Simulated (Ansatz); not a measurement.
Ta (bcc, W type)

```
CELL_PARAMETERS angstrom
     -1.64096     1.64096     1.64096
      1.64096    -1.64096     1.64096
      1.64096     1.64096    -1.64096
ATOMIC_POSITIONS crystal
  Ta 0.00000 0.00000 0.00000
```

Two coordinates are scanned: the volume, and the ratio of the stretch along z (the conventional c axis) to the stretch across it. Atoms keep their fractional coordinates.

These are PBEsol (plane waves to 420 eV, PAW, scalar-relativistic; Ansatz, a program for electronic structure) values and carry that method's errors. k mesh 20×20×20 (Γ-centred), Fermi-Dirac smearing 0.05 eV. The energy includes the smearing's −TS. With partly filled bands, the response to shear is sensitive to the k mesh, so small differences along c/a are uncertain. Spin-orbit coupling is left out, though Ta is heavy. Ta is run without spin polarisation. Ta was relaxed with its symmetry unable to fall. The PAW data are Ansatz's earlier set. The zero of ΔE is the relaxed starting cell.

```tsv
ΔE (eV/atom)	V/V₀ = 0.920	V/V₀ = 0.960	V/V₀ = 1.000	V/V₀ = 1.040	V/V₀ = 1.080
(c/a)/(c/a)₀ = 0.920	[?]	0.050	0.028	0.043	0.088
(c/a)/(c/a)₀ = 0.960	[?]	0.028	0.008	[?]	0.072
(c/a)/(c/a)₀ = 1.000	0.084	0.020	0.000	0.017	0.065
(c/a)/(c/a)₀ = 1.040	[?]	0.027	0.007	[?]	0.071
(c/a)/(c/a)₀ = 1.080	0.113	0.047	[?]	0.041	0.087
```

Question: Fill in the missing entries.

Answer: 
- (c/a)/(c/a)₀ = 0.920, V/V₀ = 0.920: 0.116
- (c/a)/(c/a)₀ = 0.960, V/V₀ = 0.920: 0.092
- (c/a)/(c/a)₀ = 0.960, V/V₀ = 1.040: 0.024
- (c/a)/(c/a)₀ = 1.040, V/V₀ = 0.920: 0.092
- (c/a)/(c/a)₀ = 1.040, V/V₀ = 1.040: 0.024
- (c/a)/(c/a)₀ = 1.080, V/V₀ = 1.000: 0.026

(Under strain, the slope of the energy per volume gives the stress and its curvature an elastic modulus.)
